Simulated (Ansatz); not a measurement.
All numbers below come from Ansatz 0.2.0, DFT PBE, scalar-relativistic, plane waves, PAW. Each cell gets a short relaxation within its symmetry: 420 eV, a coarse mesh through Γ, smearing of 0.15 eV, at most 16 steps to 0.08 eV/Å and 0.8 GPa. Magnetic atoms start with parallel moments. Energies are free energies per atom, good to about 0.1 eV/atom between metallic cells, end volumes are rough, and groups of ends are read at 0.1 Å.

Two unrelaxed guesses for TiPdSe₄:

A.

```
Ti Pd Se
1.0
     3.64000    0.00000    0.00000
    -1.82000    3.15233    0.00000
     0.00000    0.00000   11.80000
Ti Pd Se
1 1 4
Direct
  0.00000 0.00000 0.00000
  0.00000 0.00000 0.50000
  0.66667 0.33333 0.37500
  0.33333 0.66667 0.62500
  0.66667 0.33333 0.87500
  0.33333 0.66667 0.12500
```

B.

```
Ti Pd Se
1.0
     0.00000    4.29639    4.29639
     4.29639    0.00000    4.29639
     4.29639    4.29639    0.00000
Ti Pd Se
1 1 4
Direct
  0.00000 0.00000 0.00000
  0.75000 0.75000 0.75000
  0.14260 0.14260 0.14260
  0.14260 0.14260 0.57220
  0.14260 0.57220 0.14260
  0.57220 0.14260 0.14260
```

**Question.** Which is lower as given, and which after relaxing?

**Answer.** As given, A is lower by 1.55 eV/atom. Relaxed, A is lower by 1.16 eV/atom, so the order holds. A goes from P-3m1 at 22.6 Å³/atom to P-3m1 at 22.1 Å³/atom and gains 0.02 eV/atom. B goes from F-43m at 26.4 Å³/atom to F-43m at 36.1 Å³/atom and gains 0.42 eV/atom. The closest pair in A goes from Pd–Se and Ti–Se at 2.57 Å to Pd–Se at 2.51 Å. The closest pair in B goes from Ti–Se at 2.12 Å to Ti–Se at 2.34 Å. At the end: counting Se atoms around Pd and Ti (those within 1.25 times the shortest such distance or 1.15 times the sum of covalent radii, 1.27 where that leaves under three; the shortest distance is added where it exceeds 1.18 times the sum of covalent radii), A has Ti 6, Pd 6 and B has Ti 4, Pd 12 from 4.0 Å.

No dispersion correction is applied, so the spacing and binding between layers, chains or molecules are poorly described (P-3m1), and this can change margins and order among such cells. The starting moments died out in these cells; another start or a finer mesh might hold them.
